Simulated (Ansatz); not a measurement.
Data:

Pd (fcc, Cu type)

```xyz
1
Lattice="0.0000 1.9713 1.9713 1.9713 0.0000 1.9713 1.9713 1.9713 0.0000" Properties=species:S:1:pos:R:3 pbc="T T T"
Pd     0.0000     0.0000     0.0000
```

Equation-of-state scan: isotropic scaling of the cell above, V₀ being its volume. Symmetry pins the atoms to their sites.

The numbers are results of PBE (plane waves to 420 eV, PAW, scalar-relativistic; Ansatz, a first-principles code), not measurements. k mesh 20×20×20 (Γ-centred), Fermi-Dirac smearing 0.05 eV. Energies are smeared free energies. Stress and pressure are positive under compression. Pd is run without spin polarisation. Pd was relaxed with its symmetry unable to fall. The PAW data are Ansatz's earlier set. ΔE is measured from the relaxed starting cell.

The scan covers V/V₀ from 0.900 to 1.100 in 9 points.

Problem. What is the fitted pressure derivative B₀′?

Solution. 5.6.

Problem. What bulk modulus B₀ follows from a third-order Birch-Murnaghan fit?

Solution. 168 GPa.

(Under strain, the slope of the energy per volume gives the stress and its curvature an elastic modulus.)
